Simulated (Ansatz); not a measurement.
CuI:
Space group F-43m (No. 216); a = 6.021 Å, b = 6.021 Å, c = 6.021 Å, α = 90.00°, β = 90.00°, γ = 90.00°

```csv
atom,site,symmetry,x,y,z
Cu,4c,-43m,0.2500,0.2500,0.2500
I,4a,-43m,0.0000,0.0000,0.0000
```
(The calculation used a cell of 2 atoms; values per cell refer to that cell.)

Relaxed with r²SCAN.

Task: Decompose the optical modes at the zone centre into irreducible representations, and say which are infrared and Raman allowed.

Result: Point group -43m: Γ_opt = T2. Infrared: T2. Raman: T2.

Task: Assign frequencies (DFPT, r²SCAN in the plane-wave PAW code Ansatz; without the LO–TO term).

Result: T2 129 cm⁻¹.

The cell was relaxed with r²SCAN under the symmetry of its start. The run is not spin-polarised. Spin–orbit coupling is left out wherever it is not named.

Potentials: the earlier of the program's two PAW sets. The files were generated under PBE; for other functionals the program regenerates the frozen cores, and for LDA and PBEsol the local potential too.
